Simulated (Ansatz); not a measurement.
Al$_{3}$BC$_{3}$:
```cif
data_C18Al18B6
_chemical_formula_sum 'Al18 B6 C18'
_space_group_name_H-M_alt 'P 1'
_space_group_IT_number 1
_cell_length_a 5.90097
_cell_length_b 5.90097
_cell_length_c 15.86180
_cell_angle_alpha 90.000
_cell_angle_beta 90.000
_cell_angle_gamma 120.000
loop_
_space_group_symop_operation_xyz
  'x, y, z'
loop_
_atom_site_label
_atom_site_type_symbol
_atom_site_fract_x
_atom_site_fract_y
_atom_site_fract_z
_atom_site_occupancy
Al1 Al 0.00000 0.32055 0.62271 1
Al2 Al 0.67945 0.00000 0.12271 1
Al3 Al 0.67945 0.67945 0.62271 1
Al4 Al 0.00000 0.67945 0.12271 1
Al5 Al 0.32055 0.00000 0.62271 1
Al6 Al 0.32055 0.32055 0.12271 1
Al7 Al 0.34680 0.34680 0.37770 1
Al8 Al 0.00000 0.34680 0.87770 1
Al9 Al 0.65320 0.00000 0.37770 1
Al10 Al 0.65320 0.65320 0.87770 1
Al11 Al 0.00000 0.65320 0.37770 1
Al12 Al 0.34680 0.00000 0.87770 1
Al13 Al 0.66667 0.33333 0.23902 1
Al14 Al 0.33333 0.66667 0.73902 1
Al15 Al 0.33333 0.66667 0.23902 1
Al16 Al 0.66667 0.33333 0.73902 1
Al17 Al 0.00000 0.00000 0.76622 1
Al18 Al 0.00000 0.00000 0.26622 1
B1 B 0.00000 0.00000 0.99046 1
B2 B 0.00000 0.00000 0.49046 1
B3 B 0.33333 0.66667 0.00615 1
B4 B 0.66667 0.33333 0.50615 1
B5 B 0.66667 0.33333 0.00615 1
B6 B 0.33333 0.66667 0.50615 1
C1 C 0.00000 0.00000 0.90028 1
C2 C 0.00000 0.00000 0.40028 1
C3 C 0.33333 0.66667 0.09702 1
C4 C 0.66667 0.33333 0.59702 1
C5 C 0.66667 0.33333 0.09702 1
C6 C 0.33333 0.66667 0.59702 1
C7 C 0.66693 0.66693 0.75014 1
C8 C 0.00000 0.66693 0.25014 1
C9 C 0.33307 0.00000 0.75014 1
C10 C 0.33307 0.33307 0.25014 1
C11 C 0.00000 0.33307 0.75014 1
C12 C 0.66693 0.00000 0.25014 1
C13 C 0.00000 0.00000 0.08143 1
C14 C 0.00000 0.00000 0.58143 1
C15 C 0.33333 0.66667 0.91538 1
C16 C 0.66667 0.33333 0.41538 1
C17 C 0.66667 0.33333 0.91538 1
C18 C 0.33333 0.66667 0.41538 1
```

Relaxed with PBEsol. The program Ansatz at the PBEsol level (PAW) gives a gap of 1.64 eV.

Question: What gap does HSE06 give on the same cell (Ansatz, PAW)?

Answer: 2.56 eV, 0.92 eV more. The hybrid was solved on a coarser mesh and at special points; the gap given is the minimum over both.

| k | v1 PBEsol | c1 PBEsol | v1 HSE06 | c1 HSE06 |
|---|---|---|---|---|
| Γ | 0.00 | 2.41 | ? | ? |
| A | -0.15 | 2.01 | ? | ? |
| K | -0.38 | 2.29 | ? | ? |
| H | -0.64 | 2.38 | -0.70 | 3.34 |
| M | -0.53 | 1.64 | -0.59 | 2.56 |
| L | -0.81 | 1.85 | ? | ? |

Question: Top valence (v1) and lowest conduction level (c1) in eV from each method's valence maximum (which need not be a listed point): supply the withheld HSE06 values.

Answer: 
- A, v1 HSE06: -0.16
- A, c1 HSE06: 2.95
- K, v1 HSE06: -0.42
- K, c1 HSE06: 3.25
- Γ, v1 HSE06: 0.00
- Γ, c1 HSE06: 3.34
- L, v1 HSE06: -0.88
- L, c1 HSE06: 2.75

Cost on shared cores: the PBEsol run (SCF on a 6×6×2 mesh, then bands and DOS) very roughly 9 core-minutes, the HSE06 run (SCF on 3×3×1, then a few points) roughly 12 core-minutes; the tasks are unlike.

Space group P6_3cm. The first step of the workflow began from a Materials Project structure, measured or hypothetical; the Crystallography Open Database copy checked does not list it. Whether it is the stable phase at ambient conditions was not checked. The cell was relaxed with PBEsol under the symmetry of its start; whether a distortion lowers the energy is not shown.

Potentials: the earlier of the program's two PAW sets. The files were generated under PBE; for other functionals the program regenerates the frozen cores, and for LDA and PBEsol the local potential too.
